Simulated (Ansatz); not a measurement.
## LaN, first-principles data

LaN:
```
LaN
1.0
    0.00000     2.80226     2.80226
    2.80226     0.00000     2.80226
    2.80226     2.80226     0.00000
N La
1 1
Cartesian
  1.40113   1.40113   1.40113
  0.00000   0.00000   0.00000
```

Space group F-43m (No. 216), zinc blende; conventional cell a = 5.6045 Å, b = 5.6045 Å, c = 5.6045 Å, α = 90.00°, β = 90.00°, γ = 90.00°.

Method: r²SCAN (plane waves, PAW; program Ansatz). Structure relaxed to zero pressure with the same functional. Other levels are named where they apply.

### Cell and energy

```yaml
volume_per_atom: 22.01 Å³
density: 5.77 g/cm³
Formation energy from the elements (no fitted shifts): -1.43 eV/atom
```

### Electronic structure

```yaml
band_gap: 1.51 eV (indirect)
valence_band_maximum: at X
conduction_band_minimum: at Γ
smallest_direct_gap_on_the_standard_path: 2.51 eV
electron_effective_mass: 0.40 mₑ (isotropic)
Electron effective mass with spin–orbit coupling: 0.40 mₑ (isotropic)
Hole effective mass with spin–orbit coupling: 0.70, 1.1, 1.1 mₑ (principal values)
HSE06 gap on the r²SCAN cell: 2.17 eV
Gap with spin–orbit coupling: 1.43 eV
```

### Mechanics

```yaml
Bulk modulus (Birch–Murnaghan fit): 89.8 GPa
Pressure derivative B′: 3.6
Elastic constants (relaxed ions, GPa): C11 = 101, C12 = 84.1, C44 = 30.9
mechanical_stability: stable (all eigenvalues of C positive)
hill_bulk_and_shear_moduli: 89.9 and 18.6 GPa
Young's modulus: 52.2 GPa
Poisson's ratio: 0.40
debye_temperature_from_the_elastic_constants: 216 K
Piezoelectric stress constants (proper, relaxed ions, C/m²): e14 = e25 = e36 = -0.34
```

### Charges

```yaml
bader_charges: N -1.77, La +1.77 e
```

The start of the workflow was typed in or built on a structure type; neither database checked (COD, Materials Project) lists it. COD files the formula under space group No. 225. Its standing as an ambient phase is unchecked. The r²SCAN relaxation kept the symmetry of its start; whether a distortion lowers the energy is not shown. Signs of piezoelectric constants follow the polarity of the cell as given. The references are the lowest solids computed at this level, not always the standard phases (solids in place of the gases). Scalar-relativistic: spin–orbit coupling is off unless named, which matters more the heavier the elements.

Potentials: the earlier of the program's two PAW sets.
